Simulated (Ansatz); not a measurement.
A geometry of TiFe away from equilibrium: step 10 of the relaxation of a generated cell, TiFe placed in the AFLOW prototype AB_tP4_131_c_e (B17, as in PtS). All values below come from PBEsol (plane waves to 420 eV, PAW, scalar-relativistic; Ansatz, a first-principles code). Γ-centred k-mesh 9×9×8 on the run's cell (coarser than for final values), Fermi–Dirac smearing 0.05 eV.

```
CELL_PARAMETERS angstrom
      3.85758     0.00000     0.00000
      0.00000     3.85758     0.00000
      0.00000     0.00000     4.64847
ATOMIC_POSITIONS crystal
  Ti 0.00000 0.50000 0.00000
  Ti 0.50000 0.00000 0.50000
  Fe 0.00000 0.00000 0.25000
  Fe 0.00000 0.00000 0.75000
```
Spin-polarised start, with parallel moments on Fe.

Problem. Which atoms carry the largest force, and which way does it point?

Solution. No atom: all forces are below 0.005 eV/Å; only the cell is out of equilibrium.

Problem. What is the pressure?

Solution. +4.3 GPa, compression positive.

Problem. How far above the relaxed end point is this geometry?

Solution. 0.06 eV/atom; the path ends in P4₂/mmc (No. 131).

No spin polarisation in the result: the starting moments vanished. A magnetic state may lie lower.

The run could not lower the symmetry of its start; a shaken copy of this end point relaxes with PBEsol to Pm-3m (No. 221), 1.45 eV/atom lower.

The end of the path is a generated cell of TiFe: the first start was made by placing the elements on the sites of a structure type, and the end was not matched to a known phase here, so it may be hypothetical. Known forms of TiFe include space group No. 221.
